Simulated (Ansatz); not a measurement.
SbO2 in space group C2/c (No. 15; Sb on 4e, Sb on 4d, O on 8f, O on 8f), PBE in the plane-wave PAW code Ansatz, all energies at zero smearing, with the estimated change up to a 700 eV cutoff added, with one set of potentials and settings (totals compare only within such a set). Cell of 12 atoms (4 Sb, 8 O): -30473.801 eV.

```json
[
 {"element": "Sb", "reference phase": "R-3m, 2 atoms in the cell", "E (eV/atom)": "-6484.5760"},
 {"element": "O", "reference phase": "C2/m, 4 atoms in the cell, spin-polarised", "E (eV/atom)": "-565.0042"}
]
```

Formation energy per atom, worked out: (-30473.801 − 4×(-6484.5760) − 8×(-565.0042))/12 = -1.289 eV/atom (-124 kJ per mol of atoms), at 0 K, without zero-point energy or fitted corrections.

The first step of the workflow began from a Materials Project structure, measured or hypothetical; the Crystallography Open Database files this formula in space group No. 15, but the cells were not matched. Its standing as an ambient phase is unchecked. Symmetry was held in the PBE relaxation; its stability against distortions is not shown here. The references are the lowest solids computed at this level, not always the standard phases (solids in place of the gases). Scalar-relativistic: spin–orbit coupling is off unless named, which matters more the heavier the elements.

Potentials: the earlier of the program's two PAW sets.
